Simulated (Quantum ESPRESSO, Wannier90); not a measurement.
# CdO (rock salt): Wannier90 run

Structure: Materials Project mp-1132, symmetrised, not relaxed again. COD (Crystallography Open Database) has an entry of this formula and space group (matched by these alone). Method: PBEsol plane waves in Quantum ESPRESSO 7.5 (PseudoDojo norm-conserving files, 82 Ry, no spin polarisation, no spin-orbit coupling), Bloch states on a 12×12×12 mesh through Γ, Wannier90 4.0.1. Density: 12×12×12 mesh, Gaussian smearing 0.01 Ry.

```
begin unit_cell_cart
ang
    0.0000000000    2.3609950000    2.3609950000
    2.3609950000    0.0000000000    2.3609950000
    2.3609950000    2.3609950000    0.0000000000
end unit_cell_cart
mp_grid = 12 12 12
```

Neighbour vectors b of the finite-difference formula (Å⁻¹), by shell:

```tsv
shell	b_x	b_y	b_z
1	0.11088	0.11088	-0.11088
1	0.11088	-0.11088	0.11088
1	-0.11088	0.11088	0.11088
1	0.11088	0.11088	0.11088
1	-0.11088	-0.11088	0.11088
1	-0.11088	0.11088	-0.11088
1	0.11088	-0.11088	-0.11088
1	-0.11088	-0.11088	-0.11088
```

Problem. Find the weights w_b from the completeness condition Σ_b w_b b_α b_β = δ_αβ.

Solution. Shell 1: Σ b_x² = 0.098, Σ b_y² = 0.098, Σ b_z² = 0.098 Å⁻²
Each of the three diagonal sums, weighted, has to give 1 and the off-diagonal ones 0, which holds for w_1 = 10.2 Å². Check on xx: 10.17×0.098 = 1.00.

On this mesh the 5 functions of bands 6-10 (bands 6-10; start: atomic waves Cd 4d, conv_tol = 1.0e-6) end with spreads 1.4311, 0.9588, 0.9588, 1.4311, 0.9588 Å², Ω_I = 5.5149 Å² and Ω_D = 0.0000 Å².

Ω_total is the sum of the spreads, 5.739 Å². Ω_OD = Ω_total − Ω_I − Ω_D = 0.224 Å². Only (Ω_D + Ω_OD)/Ω_total = 3.9 % depends on the gauge, and another start could lower the total by that share at most. The rms radius is √(Ω_total/5) = 1.07 Å.
